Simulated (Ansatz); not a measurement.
A relaxed cell of HfB is given with its symmetry left out. The cell was found from a structure generator's guess, not taken from experiment.

Theory: DFT PBE, scalar-relativistic, plane waves, PAW in Ansatz 0.2.0. Cutoff 420 eV, Γ-centred mesh, Gaussian smearing, no spin polarisation.

```xyz
4
Lattice="4.6705 0.0000 0.0000 0.0000 4.6705 0.0000 0.0000 0.0000 3.1027" Properties=species:S:1:pos:R:3 pbc="T T T"
Hf    0.0000    2.3353    0.0000
Hf    2.3353    0.0000    0.0000
B     0.0000    0.0000    0.7728
B     0.0000    0.0000    2.3299
```

Formation energies are uncorrected and refer to the elements' standard structures at the same level.

**Question.** What space group does it have?

**Answer.** P4/mmm (No. 123). Conventional cell: a = 4.671 Å, c = 3.103 Å. Hf is surrounded by 4 B at 2.46 Å and 2 Hf at 3.10 Å; B has 2 B at 1.55–1.56 Å and 4 Hf at 2.46 Å.

**Question.** How far does it lie from the elements in energy?

**Answer.** +0.37 eV/atom. The separate elements lie lower, so it is unstable against them.

**Question.** Is it a metal?

**Answer.** Yes, bands cross the Fermi level on the 10×10×14 mesh.

The last run used a 10×10×14 mesh (in the run's order of axes) for its 4-atom cell and Gaussian smearing of 0.10 eV. These runs have no spin–orbit coupling, which can matter for Hf. Symmetry constrained the relaxation, so the result can be a saddle point. Another cell of HfB relaxed alike, in Fm-3m, lies 0.79 eV/atom lower, so this cell isn't the stable form at this level.
